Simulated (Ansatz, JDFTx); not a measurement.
## ScF3: programs and potentials compared

```
CELL_PARAMETERS angstrom
4.01245 0.00000 0.00000
0.00000 4.01245 0.00000
0.00000 0.00000 4.01245
ATOMIC_POSITIONS crystal
Sc 0.00000 0.00000 0.00000
F 0.00000 0.00000 0.50000
F 0.00000 0.50000 0.00000
F 0.50000 0.00000 0.00000
```

Alike in all runs: task single point; functional PBEsol; k mesh 7 × 7 × 7; occupations fermi-dirac, width 0.05 eV; no spin polarisation; no spin-orbit coupling. Pressure is positive in compression and, in plane waves, holds the error of the finite cutoff, which Ansatz's Pulay term estimates and takes out.

```
                                        program and potentials  plane-wave cutoff (eV)                                                                                   notes  pressure (GPa)
                                            Ansatz, Ansatz PAW                     420  potentials made for PBE, which Ansatz adapts in part; Pulay term of +0.58 GPa included            0.58
JDFTx, PseudoDojo-SR-PBEsol-0.4.1-standard with smoothed tails                    1143                                                                                       -            0.32
        Ansatz, Ansatz PAW (files of its older set among them)                    1050                                    potentials made for PBE, which Ansatz adapts in part            0.59
                                               Ansatz, JTH PAW                    1500                               potentials made for PBE; Pulay term of +0.04 GPa included            0.95
                   Ansatz, PseudoDojo stringent (PBEsol files)                    1143                                                                                       -            0.33
```

The pressure spans 0.32 (JDFTx, PseudoDojo-SR-PBEsol-0.4.1-standard with smoothed tails) to 0.95 GPa (Ansatz, JTH PAW).

Differences between rows come from potentials, basis sets and numerical settings, since the functional is the same but for its coding. Runs on potential files found faulty are left out.
